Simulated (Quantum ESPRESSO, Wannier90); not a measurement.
# Wannier functions of RbBr (CsCl type)

```xyz
2
Lattice="4.1261 0.0000 0.0000 0.0000 4.1261 0.0000 0.0000 0.0000 4.1261" Properties=species:S:1:pos:R:3 pbc="T T T"
Rb     0.0000     0.0000     0.0000
Br     2.0630     2.0630     2.0630
```

Structure: Materials Project mp-23303, symmetrised, not relaxed again. Not found in the COD (Crystallography Open Database) copy used, which has the formula in other groups; not checked further. Method: LDA plane waves in Quantum ESPRESSO 7.5 (PseudoDojo norm-conserving files, 36 Ry, no spin polarisation, no spin-orbit coupling), Bloch states on a 8×8×8 mesh through Γ, Wannier90 4.0.1. Density: 8×8×8 mesh, cold smearing 0.01 Ry. Spin-orbit coupling, left out, would split the p-like bands by a few tenths of an eV.

Bands 6-8 form an isolated set from -1.80 to 0.00 eV relative to the valence-band maximum (on the path) and are turned into 3 Wannier functions by minimising the spread from the start: atomic waves Br 4p.

Centres (Cartesian, Å; one of the equivalent choices) and spreads:

```json
[
 {"n": "1", "x": "2.063", "y": "2.063", "z": "2.063", "spread (Å²)": "1.992", "nearest atom": "Br2"},
 {"n": "2", "x": "2.063", "y": "2.063", "z": "2.063", "spread (Å²)": "1.992", "nearest atom": "Br2"},
 {"n": "3", "x": "2.063", "y": "2.063", "z": "2.063", "spread (Å²)": "1.992", "nearest atom": "Br2"}
]
```

Ω_I = 5.97 Å², Ω_total = 5.98 Å²; the interpolated bands follow pw.x to 0.3 meV rms on the path. Only this start was tried; a symmetric start can stop on a saddle, and mixtures of these functions could lower the total by at most Ω_total − Ω_I.
